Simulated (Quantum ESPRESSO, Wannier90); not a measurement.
## GaP (wurtzite): Wannier90 run

Cell from Materials Project (mp-8882), symmetrised, no further relaxation. Not found in the COD (Crystallography Open Database) copy used, which has the formula in other groups; not checked further. Computed values, not measurements, from LDA: Quantum ESPRESSO (norm-conserving PseudoDojo potentials, cutoff 64 Ry, no spin polarisation, no spin-orbit coupling) on a Γ-centred 12×12×6 mesh, then Wannier90. Density: 12×12×6 mesh, cold smearing 0.01 Ry.

On the energy scale of pw.x, whose zero is arbitrary, the valence-band maximum lies at 7.46 eV.

Input w.win:

```
num_bands = 26
num_wann = 16
exclude_bands = 1-10
num_iter = 1000
conv_tol = 1.0e-6
conv_window = 4
dis_num_iter = 1000
dis_conv_tol = 1.0e-6
dis_froz_max = 9.66
write_hr = true
write_u_matrices = true
begin projections
f=-0.33177,0.34695,-0.49895: s;p
f=0.34001,-0.31951,0.00314: s;p
f=-0.34518,0.31951,-0.12528: s;p
f=0.32676,-0.33436,0.38092: s;p
end projections
begin unit_cell_cart
ang
    3.8417199505    0.0000000000    0.0000000000
   -1.9208599753    3.3270270714    0.0000000000
    0.0000000000    0.0000000000    6.3329300000
end unit_cell_cart
begin atoms_frac
Ga  -0.3333333333  0.3333333333 -0.4999500000
Ga   0.3333333333 -0.3333333333  0.0000500000
P   -0.3333333333  0.3333333333 -0.1260500000
P    0.3333333333 -0.3333333333  0.3739500000
end atoms_frac
mp_grid = 12 12 6
begin kpoints
0.0000000000 0.0000000000 0.0000000000
0.0000000000 0.0000000000 0.1666666667
0.0000000000 0.0000000000 0.3333333333
... (861 more lines: the 12x12x6 mesh through Gamma)
end kpoints
```

Input of pw2wannier90.x that gives the overlap and projection files (equivalent; here they were cut from one run over all bands):

```
&inputpp
  outdir = './out'
  prefix = 'pwscf'
  seedname = 'w'
  write_amn = .true.
  write_mmn = .true.
/
```

Output w.wout (banner and timings cut):

```
                                    ------
                                    SYSTEM
                                    ------

                              Lattice Vectors (Ang)
                    a_1     3.841720   0.000000   0.000000
                    a_2    -1.920860   3.327027   0.000000
                    a_3     0.000000   0.000000   6.332930

                   Unit Cell Volume:      80.94438  (Ang^3)

                        Reciprocal-Space Vectors (Ang^-1)
                    b_1     1.635514   0.944264  -0.000000
                    b_2     0.000000   1.888528   0.000000
                    b_3     0.000000  -0.000000   0.992145

 *----------------------------------------------------------------------------*
 |   Site       Fractional Coordinate          Cartesian Coordinate (Ang)     |
 +----------------------------------------------------------------------------+
 | ga   1  -0.33333   0.33333  -0.49995   |   -1.92086   1.10901  -3.16615    |
 | ga   2   0.33333  -0.33333   0.00005   |    1.92086  -1.10901   0.00032    |
 | p    1  -0.33333   0.33333  -0.12605   |   -1.92086   1.10901  -0.79827    |
 | p    2   0.33333  -0.33333   0.37395   |    1.92086  -1.10901   2.36820    |
 *----------------------------------------------------------------------------*
                                ------------
                                K-POINT GRID
                                ------------

             Grid size = 12 x 12 x  6      Total points =  864

 *---------------------------------- MAIN ------------------------------------*
 |  Number of Wannier Functions               :                16             |
 |  Number of Objective Wannier Functions     :                16             |
 |  Number of input Bloch states              :                26             |
 |  Output verbosity (1=low, 5=high)          :                 1             |
 |  Timing Level (1=low, 5=high)              :                 1             |
 |  Optimisation (0=memory, 3=speed)          :                 3             |
 |  Length Unit                               :               Ang             |
 |  Post-processing setup (write *.nnkp)      :                 F             |
 |  Using Gamma-only branch of algorithms     :                 F             |
 *----------------------------------------------------------------------------*
 *------------------------------- WANNIERISE ---------------------------------*
 |  Total number of iterations                :              1000             |
 |  Number of CG steps before reset           :                 5             |
 |  Trial step length for line search         :             2.000             |
 |  Convergence tolerence                     :         0.100E-05             |
 |  Convergence window                        :                 4             |
 |  Iterations between writing output         :                 1             |
 |  Iterations between backing up to disk     :               100             |
 |  Write r^2_nm to file                      :                 F             |
 |  Write xyz WF centres to file              :                 F             |
 |  Write on-site energies <0n|H|0n> to file  :                 F             |
 |  Use guiding centre to control phases      :                 F             |
 |  Use phases for initial projections        :                 F             |
 *----------------------------------------------------------------------------*
 *------------------------------- DISENTANGLE --------------------------------*
 |  Using band disentanglement                :                 T             |
 |  Total number of iterations                :              1000             |
 |  Mixing ratio                              :             0.500             |
 |  Convergence tolerence                     :         1.000E-06             |
 |  Convergence window                        :                 3             |
 *----------------------------------------------------------------------------*
 *-------------------------------- PLOTTING ----------------------------------*
 |  Plotting Hamiltonian in WF basis          :                 T             |
 *----------------------------------------------------------------------------*

 *---------------------------------- K-MESH ----------------------------------*
 +----------------------------------------------------------------------------+
 |                    Distance to Nearest-Neighbour Shells                    |
 |                    ------------------------------------                    |
 |          Shell             Distance (Ang^-1)          Multiplicity         |
 |          -----             -----------------          ------------         |
 |             1                   0.157377                      6            |
 |             2                   0.165358                      2            |
 |             3                   0.228278                     12            |
 |             4                   0.272586                      6            |
 |             5                   0.314755                      6            |
 |             6                   0.318820                     12            |
 |             7                   0.330715                      2            |
 |             8                   0.355547                     12            |
       ... (lines left out)
 +----------------------------------------------------------------------------+
 | The b-vectors are chosen automatically                                     |
 | The following shells are used:                       1,  2                 |
 +----------------------------------------------------------------------------+
 |                        Shell   # Nearest-Neighbours                        |
 |                        -----   --------------------                        |
 |                          1               6                                 |
 |                          2               2                                 |
 +----------------------------------------------------------------------------+
 | Completeness relation is fully satisfied [Eq. (B1), PRB 56, 12847 (1997)]  |
 +----------------------------------------------------------------------------+
 |                  b_k Vectors (Ang^-1) and Weights (Ang^2)                  |
 |                  ----------------------------------------                  |
 |            No.         b_k(x)      b_k(y)      b_k(z)        w_b           |
 |            ---        --------------------------------     --------        |
 |             1         0.000000    0.157377    0.000000    13.458423        |
 |             2         0.136293    0.078689    0.000000    13.458423        |
 |             3         0.000000   -0.157377    0.000000    13.458423        |
 |             4         0.136293   -0.078689    0.000000    13.458423        |
 |             5        -0.136293   -0.078689    0.000000    13.458423        |
 |             6        -0.136293    0.078689    0.000000    13.458423        |
 |             7         0.000000    0.000000    0.165358    18.286144        |
 |             8         0.000000    0.000000   -0.165358    18.286144        |
 +----------------------------------------------------------------------------+
 |                           b_k Directions (Ang^-1)                          |
 |                           -----------------------                          |
 |            No.           x           y           z                         |
 |            ---        --------------------------------                     |
 |             1         0.000000    0.157377    0.000000                     |
 |             2         0.136293    0.078689    0.000000                     |
 |             3         0.136293   -0.078689    0.000000                     |
 |             4         0.000000    0.000000    0.165358                     |
 +----------------------------------------------------------------------------+

 Starting a new Wannier90 calculation ...

 Reading overlaps from w.mmn

 Reading projections from w.amn

 *------------------------------- DISENTANGLE --------------------------------*
 +----------------------------------------------------------------------------+
 |                              Energy  Windows                               |
 |                              ---------------                               |
 |                   Outer:   -5.16960  to   24.33988  (eV)                   |
 |                   Inner:   -5.16960  to    9.66000  (eV)                   |
 +----------------------------------------------------------------------------+
   Number of target bands to extract:   16

                   Unitarised projection of Wannier functions
                   ------------------------------------------
   A_mn = <psi_m|g_n> --> S = A.A^+ --> U = S^-1/2.A
   In dis_project... done
   Using an inner window (linner = T)
   In dis_proj_froz... done

                   Extraction of optimally-connected subspace
                   ------------------------------------------
 +---------------------------------------------------------------------+<-- DIS
 |  Iter     Omega_I(i-1)      Omega_I(i)      Delta (frac.)           |<-- DIS
 +---------------------------------------------------------------------+<-- DIS
       1      46.42460041      38.69862232       1.996E-01    <-- DIS
       2      40.78487333      36.37934130       1.211E-01    <-- DIS
       3      38.10061168      34.68155434       9.858E-02    <-- DIS
       4      36.00325537      33.35890094       7.927E-02    <-- DIS
       5      34.36492762      32.29424851       6.412E-02    <-- DIS
       6      33.06757602      31.41695980       5.254E-02    <-- DIS
       ... (lines left out)
     101      24.78020522      24.77914449       4.281E-05    <-- DIS
       ... (lines left out)
     201      24.74206946      24.74189338       7.116E-06    <-- DIS
       ... (lines left out)
     301      24.73611322      24.73606673       1.879E-06    <-- DIS
       ... (lines left out)
     349      24.73520403      24.73517953       9.904E-07    <-- DIS
     350      24.73519095      24.73516677       9.773E-07    <-- DIS
     351      24.73517805      24.73515419       9.644E-07    <-- DIS

             <<<      Delta < 1.000E-06  over  3 iterations     >>>
             <<< Disentanglement convergence criteria satisfied >>>

        Final Omega_I    24.73515419 (Ang^2)

 +----------------------------------------------------------------------------+

 Writing checkpoint file w.chk... done

 *------------------------------- WANNIERISE ---------------------------------*
 +--------------------------------------------------------------------+<-- CONV
 | Iter  Delta Spread     RMS Gradient      Spread (Ang^2)            |<-- CONV
 +--------------------------------------------------------------------+<-- CONV

 ------------------------------------------------------------------------------
 Initial State
  WF centre and spread    1  ( -1.935930,  1.155377, -3.167343 )     2.23605145
  WF centre and spread    2  ( -1.921458,  1.111365, -3.449739 )     2.90709311
  WF centre and spread    3  ( -1.900914,  0.960345, -3.070306 )     3.05784198
  WF centre and spread    4  ( -1.920352,  1.215841, -3.070140 )     3.06836844
  WF centre and spread    5  (  1.923593, -1.055007,  0.011513 )     2.20526152
  WF centre and spread    6  (  1.921576, -1.109008, -0.287711 )     2.88461602
  WF centre and spread    7  (  1.921803, -0.957978,  0.099346 )     3.00090103
  WF centre and spread    8  (  1.921800, -1.305677,  0.097160 )     3.03691052
  WF centre and spread    9  ( -1.938852,  1.064267, -0.794346 )     1.59789366
  WF centre and spread   10  ( -1.921409,  1.106033, -0.644122 )     1.89681866
  WF centre and spread   11  ( -1.906322,  0.960568, -0.872730 )     1.86391870
  WF centre and spread   12  ( -1.922349,  1.288481, -0.869838 )     1.85132070
  WF centre and spread   13  (  1.899298, -1.113210,  2.409878 )     1.60049141
  WF centre and spread   14  (  1.919418, -1.108448,  2.493702 )     1.92057938
  WF centre and spread   15  (  1.937718, -0.966825,  2.298139 )     1.86706356
  WF centre and spread   16  (  1.918190, -1.247241,  2.298359 )     1.85483071
  Sum of centres and spreads ( -0.004190, -0.001117, -6.518178 )    36.84996084

      0     0.368E+02     0.0000000000       36.8499608807  <-- CONV
        O_D=      0.1786312 O_OD=     11.9361755 O_TOT=     36.8499609 <-- SPRD
 ------------------------------------------------------------------------------
      1    -0.201E+00     0.3005480832       36.6484771337  <-- CONV
        O_D=      0.1732944 O_OD=     11.7400286 O_TOT=     36.6484771 <-- SPRD
      2    -0.291E+00     0.3242168691       36.3578533747  <-- CONV
        O_D=      0.1788590 O_OD=     11.4438402 O_TOT=     36.3578534 <-- SPRD
      3    -0.277E+00     0.3658121859       36.0811771450  <-- CONV
        O_D=      0.1894542 O_OD=     11.1565688 O_TOT=     36.0811771 <-- SPRD
      4    -0.230E+00     0.3311247599       35.8516584593  <-- CONV
        O_D=      0.1963553 O_OD=     10.9201489 O_TOT=     35.8516585 <-- SPRD
      5    -0.159E+00     0.2922459183       35.6925856541  <-- CONV
        O_D=      0.1926045 O_OD=     10.7648270 O_TOT=     35.6925857 <-- SPRD
       ... (lines left out)
    100    -0.192E-01     0.0921881179       29.1443988990  <-- CONV
        O_D=      0.1092672 O_OD=      4.2999776 O_TOT=     29.1443989 <-- SPRD
       ... (lines left out)
    200    -0.121E-01     0.0731834959       28.3114851915  <-- CONV
        O_D=      0.1024567 O_OD=      3.4738743 O_TOT=     28.3114852 <-- SPRD
       ... (lines left out)
    300    -0.549E-04     0.0051383686       28.0588798131  <-- CONV
        O_D=      0.0981561 O_OD=      3.2255695 O_TOT=     28.0588798 <-- SPRD
       ... (lines left out)
    384    -0.150E-06     0.0004957586       28.0577258930  <-- CONV
        O_D=      0.0981676 O_OD=      3.2244041 O_TOT=     28.0577259 <-- SPRD
    385    -0.370E-06     0.0004217336       28.0577255234  <-- CONV
        O_D=      0.0981679 O_OD=      3.2244034 O_TOT=     28.0577255 <-- SPRD
    386    -0.234E-06     0.0004059243       28.0577252890  <-- CONV
        O_D=      0.0981676 O_OD=      3.2244035 O_TOT=     28.0577253 <-- SPRD
             <<<     Delta < 1.000E-06  over  4 iterations     >>>
             <<< Wannierisation convergence criteria satisfied >>>
 Final State
  WF centre and spread    1  ( -2.566946,  0.737030, -2.923352 )     2.07821189
  WF centre and spread    2  ( -1.921865,  1.111079, -3.978047 )     2.03302926
  WF centre and spread    3  ( -1.275052,  0.736809, -2.924294 )     2.07809226
  WF centre and spread    4  ( -1.921020,  1.854645, -2.922918 )     2.07852266
  WF centre and spread    5  (  2.565285, -0.736636,  0.244615 )     2.07838434
  WF centre and spread    6  (  1.921422, -1.111233, -0.807962 )     2.03242762
  WF centre and spread    7  (  1.275489, -0.737417,  0.243904 )     2.07818839
  WF centre and spread    8  (  1.921457, -1.853337,  0.246762 )     2.07878463
  WF centre and spread    9  ( -2.447063,  0.804370, -1.004069 )     1.43209057
  WF centre and spread   10  ( -1.921095,  1.108112, -0.172702 )     1.46509350
  WF centre and spread   11  ( -1.394572,  0.804532, -1.003803 )     1.43214600
  WF centre and spread   12  ( -1.920910,  1.716433, -1.004255 )     1.43196721
  WF centre and spread   13  (  1.394360, -0.804720,  2.163521 )     1.43184207
  WF centre and spread   14  (  1.920259, -1.108011,  2.995327 )     1.46473940
  WF centre and spread   15  (  2.447176, -0.804864,  2.163676 )     1.43198351
  WF centre and spread   16  (  1.920419, -1.716905,  2.164402 )     1.43222194
  Sum of centres and spreads ( -0.002656, -0.000113, -6.519194 )    28.05772525

         Spreads (Ang^2)       Omega I      =    24.735154194
        ================       Omega D      =     0.098167639
                               Omega OD     =     3.224403456
    Final Spread (Ang^2)       Omega Total  =    28.057725289
```
